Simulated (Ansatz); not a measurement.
HfS$_{2}$:
```
CELL_PARAMETERS angstrom
      3.60602     0.00000     0.00000
     -1.80301     3.12290     0.00000
      0.00000     0.00000     5.76772
ATOMIC_POSITIONS crystal
  Hf 0.00000 0.00000 0.00000
  S  0.66667 0.33333 0.74754
  S  0.33333 0.66667 0.25246
```

Tensor components refer to the Cartesian frame of this cell.

Give the high-frequency dielectric tensor and the Born effective charge tensors of the independent atoms from DFPT, DFT-PBE+D3(BJ) in the program Ansatz with PAW potentials.


ε∞:
```
10.7  0.00  0.00
0.00  10.7  0.00
0.00  0.00  5.79
```
Z* of atom 1 (Hf), rows: field, columns: displacement, in e:
```
6.70  0.00  0.00
0.00  6.70  0.00
0.00  0.00  1.99
```
Z* of atom 2 (S), rows: field, columns: displacement, in e:
```
-3.35   0.00   0.00
 0.00  -3.35   0.00
 0.00   0.00  -1.00
```

Static charges for comparison (Bader): Hf1 +2.12, S2 -1.06 e. Born charges measure polarisation by displacement and can exceed these by far.

Space group P-3m1 (CdI2 type). The PBE+D3(BJ) relaxation kept the symmetry of its start. No spin polarisation was allowed. Spin–orbit coupling is left out wherever it is not named.

Potentials: the later of the program's two PAW sets.
